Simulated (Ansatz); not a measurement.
Starting cell, NaHF2 (space group R-3m):

```
CELL_PARAMETERS angstrom
      1.71311     0.98906     4.57029
     -1.71311     0.98906     4.57029
      0.00000    -1.97813     4.57029
ATOMIC_POSITIONS crystal
  Na 0.00000 0.00000 0.00000
  H  0.50000 0.50000 0.50000
  F  0.58278 0.58278 0.58278
  F  0.41722 0.41722 0.41722
```

Scan: atom 4 (F, nearest neighbour H at 1.135 Å; its periodic images, 3.4 Å or more away, move with it) is displaced along Cartesian z, direction (0.000, 0.000, 1.000) in Cartesian axes, by s. The other atoms stay.

Computed with r2SCAN (plane waves to 500 eV, PAW, scalar-relativistic; Ansatz, a quantum-chemistry and plane-wave program). k mesh 9×9×9 (Γ-centred), Fermi-Dirac smearing 0.05 eV. The energy includes the smearing's −TS. NaHF2 was relaxed with its symmetry unable to fall. The zero of ΔE is the undisplaced structure.

```tsv
s (Å)	ΔE (meV/cell)
-0.110	83.2
-0.088	55.4
-0.066	32.4
-0.044	15.0
-0.022	3.9
0.000	0.0
0.022	4.3
0.044	withheld
0.066	42.6
0.088	79.5
0.110	130.6
```

**Question.** Fit a polynomial form (powers 2, 3, 4) to the given rows and predict ΔE at s = 0.044.

**Answer.** Least squares on the 10 given rows: ΔE = (8483)·s² + (17780)·s³ + (29070)·s⁴, in meV/cell with s in Å; root-mean-square residual 0.04 meV/cell. At 0.044 the fit gives 18.0 meV/cell; the calculation gives 18.0 meV/cell, the same to the digits shown. The quadratic term alone would give 16.4 meV/cell.

(For displaced atoms, the force is minus the slope of the energy, and its curvature is a force constant, which sets phonon frequencies.)
